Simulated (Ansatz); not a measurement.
LaS:
```xyz
2
Lattice="0.0000 2.9441 2.9441 2.9441 0.0000 2.9441 2.9441 2.9441 0.0000" Properties=species:S:1:pos:R:3 pbc="T T T"
La     0.0000     0.0000     0.0000
S      2.9441     2.9441     2.9441
```

Relaxed with r²SCAN. Special points in fractions of this cell's reciprocal vectors: Γ (0.000, 0.000, 0.000); X (0.500, 0.000, 0.500); U (0.625, 0.250, 0.625); K (0.375, 0.375, 0.750); L (0.500, 0.500, 0.500); W (0.500, 0.250, 0.750).

Problem. List the band energies nearest the Fermi level at these points for DFT-r²SCAN in the program Ansatz with PAW potentials.

Solution. In eV from the Fermi level; about four levels below and three above (degenerate sets whole), none deeper than 8.9 eV; points with the same levels are listed once.

| k | below | above |
|---|---|---|
| Γ | -3.70 -3.70 -3.70 | 0.17 0.17 0.17 |
| X | -4.14 -3.76 -3.76 -1.89 | 1.80 1.81 1.93 1.93 |
| U | -4.84 -4.46 -4.22 -0.51 | 1.55 1.69 1.87 |
| L | -6.12 -5.16 -5.16 | 1.20 1.60 1.60 |
| W | -5.13 -4.19 -4.19 | 0.48 0.48 1.87 1.87 |

Space group Fm-3m (rock salt). The first step of the workflow began from a Materials Project structure, measured or hypothetical; the Crystallography Open Database files this formula in space group No. 225, but the cells were not matched. Its standing as an ambient phase is unchecked. The cell was relaxed with r²SCAN under the symmetry of its start; whether a distortion lowers the energy is not shown. With an odd number of electrons in the cell and no spin polarisation, the count alone makes it a metal. Spin–orbit coupling is left out wherever it is not named.

Potentials: the earlier of the program's two PAW sets.
